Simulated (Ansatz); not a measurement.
Input file for Ansatz (a quantum-chemistry and plane-wave program):

Ansatz 0.2 input:
```yaml
crystal:
  lattice:
    - [4.7217976251, 0.0, 0.0]
    - [0.0, 4.7232906384, 0.0]
    - [0.0, 0.0, 3.1902854526]
  atoms:
    - { symbol: Sn, position: [0.5, 0.5, 0.5] }
    - { symbol: Sn, position: [0.0, 0.0, 0.0] }
    - { symbol: O, position: [0.3060009486, 0.3061361808, 0.0] }
    - { symbol: O, position: [0.6939990514, 0.6938638192, 0.0] }
    - { symbol: O, position: [0.8060009486, 0.1938638192, 0.5] }
    - { symbol: O, position: [0.1939990514, 0.8061361808, 0.5] }
kpoints:
  mp_grid: { grid: [6, 6, 9] }
hamiltonian:
  xc: lda
  pseudopotentials: { kind: paw }
scf:
  occupations: { method: fixed }
phonons:
  method: dfpt
  response_accuracy: low
  eigenvectors: true
  rigid_motions: translations
  dielectric: true
  raman: true
```

Output (shortened):

```
Pseudopotential: Sn, paw, valence charge 14
Pseudopotential: O, paw, valence charge 6
Functional definition: SPW92
Crystal: 6 atoms, lattice volume = 71.151 Å³
Basis set: ecut = 420 eV, 1411 PW (Γ), exchange–correlation on 64×64×48 points (8 copies of the dense FFT grid, shifted against one another)
Bands: 32, of which v1, the nominal top of the filled ones, is band 26 counted from 1 (25 counted from 0)
Symmetry: 8 space group operations
k-points: 164 of 324 (irreducible under 1 space group operation, time reversal used)
SCF 1 converged in 8 iterations: F = -13980.362656 eV  dr2 = 5.53e-11
── the response to a field inside a basis, on 8×8×12 k-points: an SCF that follows is theirs, and a resumed run solves both again ──
Crystal: 6 atoms, lattice volume = 71.151 Å³
Bands: 27, of which v1, the nominal top of the filled ones, is band 26 counted from 1 (25 counted from 0)
k-points: 96
SCF 1 converged in 7 iterations: F = -13980.344163 eV  dr2 = 2.51e-12
WARN: field response: ε∞ stands inside a basis, on 8×8×12 points …
SCF converged after 8 iterations
Free energy (F): -13980.362656 eV
Harris-Foulkes:  -13980.362656 eV  (|F-HF|=9.09e-12)
Internal energy: -13980.362656 eV  (E = F + TS)
E sigma→0 (E₀):  -13980.362656 eV
Fermi energy:    9.245090 eV
--- Per-component energies (eV) ---
  E_band       = -127.204260
  E_kinetic    = 1081.632018
  E_local      = -2850.723677  (includes V_loc(G=0)·N_el)
  E_nonlocal   = 151.066124
  E_hartree    = 1475.099300
  E_xc         = -1042.092359
  E_vxc        = -564.547170  (∫ρ·V_xc dr)
  E_paw        = -8602.796574  (= ΣΔE_a)
  E_vpaw       = -894.840175  (= ΣTr[D̂ρ^β])
  E_aug_tail   = 0.010192  (compensation charges beyond the density's cutoff)
  E_ewald      = -4193.795162
  E_core_change = 1.237482  (= ΣΔE_core)
  E_smearing   =  0.000000  (= −TS)
  E_closure    = 0.000000  (closes the sum)
  Σ components = -13980.362656   (vs F -13980.362656, Δ=0.00e0)
--- Band table (eV; the first three rows and the last of 164) ---
  k-point 0: bands = ["-11.7765", "-11.0023", "-10.7204", "-10.7016", "-10.7016", "-10.6191", "-10.5596", "-10.4636", "-10.4428", "-10.4428", "-9.5559", "-7.5937", "-7.5929", "-5.7350", "0.9581", "5.0701", "5.0716", "5.1670", "6.0324", "7.1676", "7.3140", …
  k-point 1: bands = ["-11.7170", "-10.9283", "-10.8198", "-10.8198", "-10.6968", "-10.6301", "-10.5543", "-10.4641", "-10.4607", "-10.4607", "-9.4873", "-7.3955", "-7.3948", "-5.8296", "0.9375", "5.0688", "5.1867", "5.1882", "6.1155", "6.3152", "7.2306", …
  k-point 2: bands = ["-11.5565", "-11.0813", "-11.0813", "-10.7874", "-10.6341", "-10.6323", "-10.5398", "-10.4967", "-10.4967", "-10.4664", "-9.2528", "-6.9305", "-6.9299", "-6.1291", "0.9227", "4.8765", "4.9196", "5.4880", "5.4888", "6.3593", "6.5671", …
  k-point 163: bands = ["-11.4875", "-11.4875", "-11.0573", "-11.0573", "-10.5600", "-10.5600", "-10.4841", "-10.4841", "-10.4565", "-10.4565", "-7.5413", "-7.5413", "-6.2084", "-6.2084", "1.1189", "1.1189", "4.1601", "4.1601", "6.5648", "6.5648", "6.8006", …
--- Phonons (Γ-DFPT): 6 representative perturbations + reference, on 164 of 324 k-points (Σ response iterations 18) ---
  ASR residual: 1.990e-4 → 0.000e0 eV/Å²; symmetrization residual: 4.829e-5 eV/Å²
  ASR residual per site (eV/Å²): 1.99e-4 1.99e-4 6.13e-5 6.13e-5 6.13e-5 6.13e-5
  Γ frequencies (cm⁻¹): 0.00 0.00 0.00 103.64 146.34 223.86 223.86 280.61 280.62 348.18 460.39 466.56 466.67 559.06 596.66 596.70 626.72 754.70
  ε∞ (high-frequency dielectric tensor):
        4.431152     0.000000     0.000000
        0.000000     4.431721     0.000000
        0.000000     0.000000     4.765754
  ε⁰ (static dielectric tensor: ions relaxed, cell fixed):
       12.989215     0.000000     0.000000
        0.000000    12.986919     0.000000
        0.000000     0.000000    10.087493
  ε⁰ − ε∞ (ionic part):
        8.558063     0.000000     0.000000
        0.000000     8.555198     0.000000
        0.000000     0.000000     5.321739
  softest optical mode at Γ: 103.64 cm⁻¹; the repairs (sum rule, projections) moved no ω² at Γ by more than (4.04 cm⁻¹)²
  Born effective charges Z* (e; rows j = field, columns β = displacement):
    site 0:
         4.12012   -0.45593    0.00000
        -0.45494    4.12089    0.00000
         0.00000    0.00000    4.53367
    site 1:
         4.12012    0.45593    0.00000
         0.45494    4.12089    0.00000
         0.00000    0.00000    4.53367
    site 2:
        -2.06006   -0.73179    0.00000
        -0.73167   -2.06044    0.00000
         0.00000    0.00000   -2.26683
    site 3:
        -2.06006   -0.73179    0.00000
        -0.73167   -2.06044    0.00000
         0.00000    0.00000   -2.26683
    site 4:
        -2.06006    0.73179    0.00000
         0.73167   -2.06044    0.00000
         0.00000    0.00000   -2.26683
    site 5:
        -2.06006    0.73179    0.00000
         0.73167   -2.06044    0.00000
         0.00000    0.00000   -2.26683
  Z* charge neutrality: 5.850e-3 e pre-enforcement
  solved inside a basis spanned on kpoints, on 8×8×12 k-points transformed towards the longest dipole: ε∞ is read to err by 1.6e-2, Z* by 2.3e-2 e (field_mesh …
  Raman tensors (in the event stream and the table raman_tensors.tsv) …
  optical modes at Γ without the LO–TO term, one row a degenerate level:
      ω (cm⁻¹)  modes    IR ((D/Å)²/amu)  static Raman (Å⁴/amu)  depolarisation
        103.64      1             0.0000                 0.0213           0.738
        146.34      1             0.0000                 0.0000               —
        223.86      1             9.7179                 0.0000               —
        223.86      1             9.7361                 0.0000               —
        280.61      1             2.2806                 0.0000               —
        280.62      1             2.2627                 0.0000               —
        348.18      1             0.0000                 0.0000               —
        460.39      1            37.6286                 0.0000               —
        466.56      1             0.0000                 1.1889           0.750
        466.67      1             0.0000                 1.1878           0.750
        559.06      1             0.0000                 0.0000               —
        596.66      1            22.2583                 0.0000               —
        596.70      1            22.2478                 0.0000               —
        626.72      1             0.0000                46.9888           0.025
        754.70      1             0.0000                13.5050           0.750
  optical modes at Γ + LO–TO along q̂ = [1.0000, 0.0000, 0.0000]:
      ω (cm⁻¹)  modes    IR ((D/Å)²/amu)  static Raman (Å⁴/amu)  depolarisation
        103.64      1             0.0000                 0.0213           0.738
        146.34      1             0.0000                 0.0000               —
        223.86      1             9.7179                 0.0000               —
        264.76      1             0.3980                 0.0000               —
        280.61      1             2.2806                 0.0000               —
        330.76      1             3.9421                 0.0000               —
        348.18      1             0.0000                 0.0000               —
        460.39      1            37.6286                 0.0000               —
        466.56      1             0.0000                 1.1889           0.750
        466.67      1             0.0000                 1.1878           0.750
        559.06      1             0.0000                 0.0000               —
        596.66      1            22.2583                 0.0000               —
        626.72      1             0.0000                46.9888           0.025
        732.86      1            29.9065                 0.0000               —
        754.70      1             0.0000                13.5050           0.750
  optical modes at Γ + LO–TO along q̂ = [0.0000, 1.0000, 0.0000]:
      ω (cm⁻¹)  modes    IR ((D/Å)²/amu)  static Raman (Å⁴/amu)  depolarisation
        103.64      1             0.0000                 0.0213           0.738
        146.34      1             0.0000                 0.0000               —
        223.86      1             9.7361                 0.0000               —
        264.65      1             0.3984                 0.0000               —
        280.62      1             2.2627                 0.0000               —
        330.81      1             3.9395                 0.0000               —
        348.18      1             0.0000                 0.0000               —
        460.39      1            37.6286                 0.0000               —
        466.56      1             0.0000                 1.1889           0.750
        466.67      1             0.0000                 1.1878           0.750
        559.06      1             0.0000                 0.0000               —
        596.70      1            22.2478                 0.0000               —
        626.72      1             0.0000                46.9888           0.025
        732.87      1            29.9189                 0.0000               —
        754.70      1             0.0000                13.5050           0.750
  optical modes at Γ + LO–TO along q̂ = [0.0000, 0.0000, 1.0000]:
      ω (cm⁻¹)  modes    IR ((D/Å)²/amu)  static Raman (Å⁴/amu)  depolarisation
        103.64      1             0.0000                 0.0213           0.738
        146.34      1             0.0000                 0.0000               —
        223.86      1             9.7179                 0.0000               —
        223.86      1             9.7361                 0.0000               —
        280.61      1             2.2806                 0.0000               —
        280.62      1             2.2627                 0.0000               —
        348.18      1             0.0000                 0.0000               —
        466.56      1             0.0000                 1.1889           0.750
        466.67      1             0.0000                 1.1878           0.750
        559.06      1             0.0000                 0.0000               —
        596.66      1            22.2583                 0.0000               —
        596.70      1            22.2478                 0.0000               —
        626.72      1             0.0000                46.9888           0.025
        669.80      1            37.6286                 0.0000               —
        754.70      1             0.0000                13.5050           0.750
```

Cost: about 40 core-minutes (a rough figure) on shared cores.

Space group P4_2/mnm (rutile). Symmetry was held in the LDA relaxation; of distortions, only those at the zone centre were tested. Point labels and valley counts follow the cell and symmetry of the run, lower than the named group. Spin–orbit coupling is left out wherever it is not named.

Potentials: the later of the program's two PAW sets.

Ansatz is a plane-wave DFT program.
